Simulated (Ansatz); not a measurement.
SiGeC2:
```cif
data_C2GeSi
_chemical_formula_sum 'Ge1 Si1 C2'
_space_group_name_H-M_alt 'P 1'
_space_group_IT_number 1
_cell_length_a 3.15594
_cell_length_b 3.15594
_cell_length_c 4.45631
_cell_angle_alpha 90.000
_cell_angle_beta 90.000
_cell_angle_gamma 90.000
loop_
_space_group_symop_operation_xyz
  'x, y, z'
loop_
_atom_site_label
_atom_site_type_symbol
_atom_site_fract_x
_atom_site_fract_y
_atom_site_fract_z
_atom_site_occupancy
Ge1 Ge 0.50000 0.50000 0.50000 1
Si1 Si 0.00000 0.00000 0.00000 1
C1 C 0.50000 0.00000 0.76373 1
C2 C 0.00000 0.50000 0.23627 1
```

Relaxed with r²SCAN. DFT-r²SCAN in the program Ansatz with PAW potentials gives a gap of 1.80 eV.

**Question.** What gap does HSE06 give on the same cell (Ansatz, PAW)?

**Answer.** 2.29 eV, 0.50 eV more. The hybrid was solved on a coarser mesh and at special points; the gap given is the minimum over both.

```tsv
k	v1 r²SCAN	c1 r²SCAN	v1 HSE06	c1 HSE06
Γ	0.00	2.15	(withheld)	(withheld)
Z	-1.92	3.70	(withheld)	(withheld)
M	-3.43	1.80	-3.55	2.29
A	-4.99	5.80	(withheld)	(withheld)
R	-0.99	4.34	-1.01	5.09
X	-1.19	5.20	(withheld)	(withheld)
```

**Question.** Top valence (v1) and lowest conduction level (c1) in eV from each method's valence maximum (which need not be a listed point): supply the withheld HSE06 values.

**Answer.** 
- A, v1 HSE06: -5.22
- A, c1 HSE06: 6.39
- X, v1 HSE06: -1.21
- X, c1 HSE06: 5.81
- Γ, v1 HSE06: 0.00
- Γ, c1 HSE06: 2.63
- Z, v1 HSE06: -1.98
- Z, c1 HSE06: 4.29

Cost on shared cores: the r²SCAN run (SCF on a 9×9×6 mesh, then bands and DOS) very roughly 30 core-seconds, the HSE06 run (SCF on 7×7×5, then a few points) about 2.3 core-minutes (a rough figure); the tasks are unlike.

Space group P-4m2. The start of the workflow was typed in or built on a structure type; neither database checked (COD, Materials Project) lists it. Whether it is the stable phase at ambient conditions was not checked. Symmetry was held in the r²SCAN relaxation; its stability against distortions is not shown here. Spin–orbit coupling is left out wherever it is not named.

Potentials: the later of the program's two PAW sets.
